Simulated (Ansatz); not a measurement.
# SnSe2: do energies and stresses tell the same story?

Computed with DFT PBE+D3(BJ), scalar-relativistic, plane waves, PAW (Ansatz 0.2.0).

Plane waves to 420 eV, a k mesh through Γ of 12×12×6 on the computed 3-atom cell and Gaussian smearing (0.02 eV); no spin polarisation.

Relaxed cell: P-3m1, a = 3.839 Å, b = 3.839 Å, c = 6.011 Å, α = 90.00°, β = 90.00°, γ = 120.00°, 3 atoms in the primitive cell.

Energies at zero smearing and pressures from the stress tensor, at volumes with shape and atoms relaxed:
| V (Å³/atom) | E − E(first) (meV/atom) | P (GPa) |
| --- | --- | --- |
| 22.503 | 0.00 | 6.29 |
| 23.270 | -24.50 | 4.06 |
| 24.037 | -39.89 | 2.39 |
| 24.804 | -47.90 | 1.02 |
| 25.571 | -50.20 | 0.03 |
| 26.338 | -48.41 | -0.70 |
| 27.105 | -43.86 | -1.16 |
| 28.128 | -35.25 | -1.50 |

Problem. Check P = −dE/dV between neighbouring volumes, and get the bulk modulus from the pressures alone.

Solution. With 1 eV/Å³ = 160.2 GPa:
| middle V (Å³/atom) | −ΔE/ΔV (GPa) | mean P (GPa) |
| --- | --- | --- |
| 22.886 | 5.118 | 5.173 |
| 23.653 | 3.214 | 3.225 |
| 24.420 | 1.672 | 1.706 |
| 25.188 | 0.482 | 0.524 |
| 25.955 | -0.374 | -0.337 |
| 26.722 | -0.951 | -0.932 |
| 27.617 | -1.348 | -1.333 |

The two differ by 0.06 GPa at most. The mean of two end pressures misses the average over a step by about ΔV² P″/12, up to 0.04 GPa here; with that taken off 0.03 GPa remains, from the smearing term (the stress is the derivative of the free energy), the finite cutoff, the mesh or the relaxation's tolerance. Around V = 25.571 Å³/atom, the two neighbours give B = −V ΔP/ΔV = 25.571 × 1.72 / 1.534 = 28.7 GPa, against B0 = 27.4 GPa from the Birch–Murnaghan fit of the energies, which describes these points poorly (B0' = 9.9).